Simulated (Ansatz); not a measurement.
Here is the system:

BP (zinc blende, F-43m), a = b = c = 4.520 Å, α = β = γ = 90.00°; the cell used has 2 atoms.

This is the PBEsol-relaxed structure.

**Question.** All from the program Ansatz at the PBEsol level (PAW), unless another level is named. Predict the electron effective mass.

**Answer.** 0.22, 0.22, 1.3 mₑ (principal values).

**Question.** Give the hole effective mass, band 1 of 3 at the edge.

**Answer.** 0.34 along [100], 2.5 along [110], 0.63 along [111] (mₑ).

**Question.** What about the weight of the conduction-edge state by species (Voronoi cells)?

**Answer.** P 53 %, B 47 %.

Symmetry was held in the PBEsol relaxation.

Potentials: the later of the program's two PAW sets.

Edges and masses are those of Kohn–Sham bands, whose gap is no quasiparticle gap.
